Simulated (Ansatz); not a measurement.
**Property card for Be2CdSnTe**

Theory: DFT PBE, scalar-relativistic, plane waves, PAW (Ansatz).

Plane waves to 420 eV, a k mesh through Γ of 8×8×6 on the computed 5-atom cell and Gaussian smearing (0.10 eV); no spin polarisation.

The structure is relaxed at this level of theory with its symmetry kept, and needn't be the ground state of this composition.

```
Be Cd Sn Te
1.0
     4.55837    0.00000    0.00000
     0.00000    4.55837    0.00000
     0.00000    0.00000    6.25960
Be Cd Sn Te
2 1 1 1
Cartesian
  2.2792 0.0000 3.1298
  0.0000 2.2792 3.1298
  2.2792 2.2792 3.1298
  0.0000 0.0000 0.0000
  2.2792 2.2792 0.0000
```

Question: Formation energy from the elements' standard states (uncorrected)?

Answer: +0.835 eV/atom.

Question: Kohn–Sham band gap?

Answer: none (metal).

Question: Density of states at the Fermi level?

Answer: 2.6 states/eV per cell.

Question: Bader charge by site (e)?

Answer: Be (2 in the cell) 1.17, Cd (1 in the cell) -2.30, Sn (1 in the cell) 0.51, Te (1 in the cell) -0.55.

Spin-orbit coupling is left out, which matters for the bands of heavy elements.

The cell was found from a structure generator's guess, not taken from experiment.
